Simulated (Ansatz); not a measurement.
Computed with DFT PBEsol, scalar-relativistic, plane waves, PAW in Ansatz.

Plane waves to 420 eV, a k mesh through Γ of 9×9×9 on the computed 4-atom cell and Gaussian smearing (0.10 eV); no spin polarisation.

Structure with the computed forces (eV/Å) in the last three columns:

```xyz
4
Lattice="4.4541 0.0445 -0.0445 0.0445 4.4541 0.0445 -0.0445 0.0445 4.4541" Properties=species:S:1:pos:R:3:forces:R:3 pbc="T T T" pressure_GPa=0.05
Li    3.9305    0.5699    2.6767    0.1380   -0.0150   -0.0490
Li    1.7239    1.7775    1.7257    0.0150    0.0490    0.1380
Li    0.4719    2.7730    3.9733   -0.0490   -0.1380    0.0150
Li    2.7820    3.9660    0.5326   -0.1040    0.1040   -0.1040
```

Stress tensor (GPa, compression positive):

```
 0.05 -0.10  0.10
-0.10  0.05 -0.10
 0.10 -0.10  0.05
```

This form isn't the element's structure at ambient conditions.